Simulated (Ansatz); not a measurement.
A crystal relaxed with r2SCAN in the PAW code Ansatz has space group I-42d (No. 122) and a = 6.503 Å, c = 10.570 Å.

| atom | site | x | y | z |
| --- | --- | --- | --- | --- |
| Na | 4a | 0.0000 | 0.0000 | 0.0000 |
| Xx | 8d | 0.2783 | 0.2500 | 0.1250 |
| Tl | 4b | 0.5000 | 0.5000 | 0.0000 |

The r2SCAN gap is direct at Γ: 1.46 eV. With HSE06 the gap is 2.01 eV and direct, at Γ. Meshes: r2SCAN 6×6×6, HSE06 4×4×4. r2SCAN's ε∞ is 5.0 along x and y, 5.4 along z.

**Question.** Which element is Xx?
A. Te
B. O
C. Se
D. S

**Answer.** D. Xx is S: an ordered 8-atom cell of NaTlS2 on the zincblende lattice (I-42d). Na is surrounded by 4 S at 2.77 Å; S is surrounded by 2 Tl at 2.54 Å and 2 Na at 2.77 Å; Tl is surrounded by 4 S at 2.54 Å.

The cell comes from a prototype generator: it can be a known phase or a hypothetical one. Spin polarisation is off.

Spin-orbit coupling is left out; in compounds of Pb, Bi, Tl or Hg it can lower a gap by up to about 1 eV, split its edges or invert the bands.
